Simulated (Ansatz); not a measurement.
## Li₁₃P₄N₁₀Cl₃: gradients before and after relaxing the atoms

Start: a COD entry, taken as it stands.

Space group Fm-3m (No. 225); a = 13.9321 Å.

| site | Wyckoff | site symmetry | x | y | z |
| --- | --- | --- | --- | --- | --- |
| Li1 | 24e | 4m.m | 0.5000 | 0.5000 | 0.3582 |
| Li7 | 32f | .3m | 0.1289 | 0.3711 | 0.3711 |
| Li15 | 48i | m.m2 | 0.6841 | 0.6841 | 0.5000 |
| P | 32f | .3m | 0.3223 | 0.3223 | 0.3223 |
| N35 | 32f | .3m | 0.3875 | 0.6125 | 0.6125 |
| N43 | 48g | 2.mm | 0.7500 | 0.7500 | 0.6136 |
| Cl | 24e | 4m.m | 0.5000 | 0.5000 | 0.8166 |

One atom of each set is listed; the run and its k-mesh use a cell of 60 atoms with edges of 9.85, 9.85, 9.85 Å.

Computed with Ansatz: DFT, PBE, plane waves and PAW, scalar-relativistic, 420 eV cutoff, Γ-centred 4×4×4 k-points, Fermi–Dirac smearing 0.02 eV.

The largest force at the start is 0.28 eV/Å. Relaxing the ions at fixed cell moves them by 0.040 Å at most (atom 15, Li) and 0.023 Å rms.

```json
{"site": "Li1", "moved (Å)": "0.039", "first shell before": "4 N at 2.25 Å, 1 Cl at 2.44 Å; also 4 Li at 2.63 Å", "first shell after": "4 N at 2.25 Å, 1 Cl at 2.40 Å; also 4 Li at 2.59 Å", "V_zz before (10²¹ V/m²)": "0.29", "η before": "0.00"}
{"site": "Li7", "moved (Å)": "0.017", "first shell before": "3 N at 2.40 Å, 3 Cl at 2.65 Å", "first shell after": "3 N at 2.41 Å, 3 Cl at 2.64 Å", "V_zz before (10²¹ V/m²)": "-0.067", "η before": "0.00"}
{"site": "Li15", "moved (Å)": "0.040", "first shell before": "4 N at 2.05–2.11 Å", "first shell after": "4 N at 2.06–2.08 Å", "V_zz before (10²¹ V/m²)": "0.32", "η before": "0.45"}
{"site": "P", "moved (Å)": "0.002", "first shell before": "4 N at 1.57–1.68 Å", "first shell after": "4 N at 1.58–1.69 Å", "V_zz before (10²¹ V/m²)": "-5.28", "η before": "0.00"}
{"site": "N35", "moved (Å)": "0.010", "first shell before": "1 P at 1.57 Å, 6 Li at 2.11–2.25 Å", "first shell after": "1 P at 1.58 Å, 6 Li at 2.08–2.25 Å", "V_zz before (10²¹ V/m²)": "3.27", "η before": "0.00"}
{"site": "N43", "moved (Å)": "0.010", "first shell before": "2 P at 1.68 Å, 2 Li at 2.05 Å; also 2 Li at 2.40 Å", "first shell after": "2 P at 1.69 Å, 2 Li at 2.06 Å; also 2 Li at 2.41 Å", "V_zz before (10²¹ V/m²)": "4.25", "η before": "0.52"}
{"site": "Cl", "moved (Å)": "0.000", "first shell before": "5 Li at 2.44–2.65 Å", "first shell after": "5 Li at 2.40–2.64 Å", "V_zz before (10²¹ V/m²)": "-3.66", "η before": "0.00"}
```

(1) What are V_zz and η after the relaxation?

## Answers

(1) 

```tsv
site	V_zz after	η after	change of V_zz
Li1	0.26	0.00	-0.03
Li7	-0.066	0.00	0.00
Li15	0.32	0.44	0.00
P	-5.17	0.00	+0.11
N35	3.36	0.00	+0.09
N43	4.33	0.54	+0.08
Cl	-3.41	0.00	+0.25
```

The largest change of V_zz is on Cl, from -3.66 to -3.41. In per cent, |V_zz| changes by -2 on P, +2 to +3 on N, -7 on Cl (all sites that start above 0.5).

With these PAW files V_zz is typically within 2 to 3 % of all-electron values, but misses above 10 % occur on Li.
